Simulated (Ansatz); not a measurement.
The relaxed structure here is a generated cell of Rh: the first start was made by placing the elements on the sites of a structure type, and the end was not matched to a known phase here, so it may be hypothetical. Known forms of Rh include space group No. 225.

A relaxed cell of Rh (Fd-3m (No. 227)), relaxed on a k-mesh at least as fine as the one used below. Method: PBE (plane waves to 420 eV, PAW, scalar-relativistic; Ansatz, a first-principles code). Γ-centred k-mesh 10×10×5 on the run's cell (coarser than for final values), Fermi–Dirac smearing 0.05 eV.

```xyz
4
Lattice="0.0000 2.7565 2.7565 2.7565 0.0000 2.7565 5.5131 5.5131 0.0000" Properties=species:S:1:pos:R:3 pbc="T T T"
Rh     4.1348     4.1348     4.1348
Rh     6.8914     6.8914     4.1348
Rh     2.7565     2.7565     2.7565
Rh     5.5131     5.5131     2.7565
```

Every atom was then displaced, and the forces became (eV/Å):

```json
[
 {"atom": "Rh1", "Fx": "-2.09", "Fy": "-1.42", "Fz": "0.49"},
 {"atom": "Rh2", "Fx": "0.25", "Fy": "-0.63", "Fz": "0.99"},
 {"atom": "Rh3", "Fx": "0.63", "Fy": "0.09", "Fz": "1.10"},
 {"atom": "Rh4", "Fx": "1.22", "Fy": "1.96", "Fz": "-2.58"}
]
```

Q: Which atom was moved farthest relative to the others, and in which direction?

A: Rh4, by (-0.04, -0.15, 0.08) Å (0.17 Å, mean shift removed); the next is Rh1 with 0.13 Å. Its force makes an angle of 157° with its move.

All displacements (Å):

```tsv
atom	ux	uy	uz
Rh1	0.049	0.099	0.100
Rh2	-0.046	0.026	-0.087
Rh3	-0.037	0.051	0.000
Rh4	-0.065	-0.138	0.115
```

Q: Estimate the energy cost of the displacement in the harmonic approximation and compare with the calculation.

A: For a harmonic well ΔE = −½ Σ F·u = 0.486 eV a cell, or 122 meV/atom. The calculated energy relative to the undisplaced cell is +0.12 eV/atom, so the harmonic estimate holds well.

The undisplaced cell is probably no minimum: from this displacement the run went on to Fm-3m (No. 225), 1.11 eV/atom below it.

No spin polarisation in the result.
